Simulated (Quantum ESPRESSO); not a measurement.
# Band energies of ZnSO4

```
ZnSO4
1.0
    0.00000     3.87281     3.87281
    3.87281     0.00000     3.87281
    3.87281     3.87281     0.00000
O S Zn
4 1 1
Direct
  0.89171   0.89171   0.32487
  0.89171   0.89171   0.89171
  0.32487   0.89171   0.89171
  0.89171   0.32487   0.89171
  0.00000   0.00000   0.00000
  0.75000   0.75000   0.75000
```

norm-conserving PBEsol (Quantum ESPRESSO, 84 Ry, without SOC); path ΓXWKΓLUWLK,UX; energies in eV from the valence-band maximum.

| k (1/Å) | point | band 21 | band 22 | band 23 | band 24 | band 25 | band 26 | band 27 | band 28 |
|---|---|---|---|---|---|---|---|---|---|
| 0.00 | Γ | -1.46 | -1.46 | 0.00 | 0.00 | 0.00 | 4.76 | 7.50 | 8.33 |
| 0.41 |  | -1.91 | -1.91 | -0.08 | -0.08 | -0.03 | 5.75 | 7.71 | 8.93 |
| 0.81 | X | -2.52 | -2.45 | -0.12 | -0.12 | -0.06 | 7.19 | 7.86 | 9.18 |
| 0.81 | W | -2.50 | -2.00 | -0.24 | -0.15 | -0.05 | 7.22 | 8.42 | 8.94 |
| 1.10 | K | -2.20 | -2.16 | -0.21 | -0.14 | -0.05 | 7.10 | 8.22 | 8.78 |
| 1.61 |  | -1.72 | -1.59 | -0.09 | -0.07 | -0.01 | 5.46 | 7.64 | 8.77 |
| 1.96 | Γ | -1.46 | -1.46 | 0.00 | 0.00 | 0.00 | 4.76 | 7.50 | 8.33 |
| 2.31 |  | -1.63 | -1.63 | -0.08 | -0.08 | 0.00 | 5.45 | 7.62 | 8.88 |
| 2.66 | L | -1.78 | -1.78 | -0.13 | -0.13 | 0.00 | 6.19 | 7.79 | 8.96 |
| 2.83 |  | -1.85 | -1.85 | -0.17 | -0.13 | -0.01 | 6.37 | 7.87 | 8.96 |
| 3.16 | U | -2.20 | -2.16 | -0.21 | -0.14 | -0.05 | 7.10 | 8.22 | 8.78 |
| 3.16 | W | -2.50 | -2.00 | -0.24 | -0.15 | -0.05 | 7.22 | 8.42 | 8.94 |
| 3.30 |  | -2.31 | -1.97 | -0.23 | -0.14 | -0.04 | 7.05 | 8.28 | 8.83 |
| 3.73 | L | -1.78 | -1.78 | -0.13 | -0.13 | 0.00 | 6.19 | 7.79 | 8.96 |
| 3.98 |  | -1.93 | -1.92 | -0.20 | -0.13 | -0.02 | 6.57 | 7.96 | 8.93 |
| 4.23 | K | -2.20 | -2.16 | -0.21 | -0.14 | -0.05 | 7.10 | 8.22 | 8.78 |
| 4.23 | U | -2.20 | -2.16 | -0.21 | -0.14 | -0.05 | 7.10 | 8.22 | 8.78 |
| 4.51 | X | -2.52 | -2.45 | -0.12 | -0.12 | -0.06 | 7.19 | 7.86 | 9.18 |

The PBEsol gap is 4.76 eV and nearly direct: the edges lie at L and Γ, the smallest direct gap within 0.02 eV of it. Another valence extremum on the path lies within 0.02 eV, too close to call.

Geometry of the Materials Project entry, not relaxed at this level.
